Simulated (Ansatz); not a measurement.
A scan (energy over volume and axial ratio; atoms clamped) gave these values. Computed with PBE (plane waves to 420 eV, PAW, scalar-relativistic; Ansatz, a program for electronic structure).

| Item | Value |
|---|---|
| Shear modulus C′ = (C11 − C12)/2 (fit, atoms clamped) | 47 GPa |

Task: Of these crystals, all scanned alike, which one is it?
A. InAs (zinc blende)
B. AlNi₃ (Cu3Au type)
C. C (diamond)
D. AlRu (CsCl type)

Result: B, AlNi₃ (Cu3Au type). The others have, for the shear modulus C′ = (C11 − C12)/2: C 463 GPa, AlRu 86 GPa, InAs 16 GPa

AlRu is run without spin polarisation. All were relaxed with their symmetry unable to fall. At this level the bands of InAs touch or barely overlap; measurements give the solid a gap. Relaxed AlNi3 ends ferromagnetic. Other magnetic orders were not checked, so this need not be the ground state. (This holds for the magnetic or f-shell members.) With partly filled bands, the response to shear is sensitive to the k mesh, so small differences along c/a are uncertain.

(Under strain, the slope of the energy per volume gives the stress and its curvature an elastic modulus.)
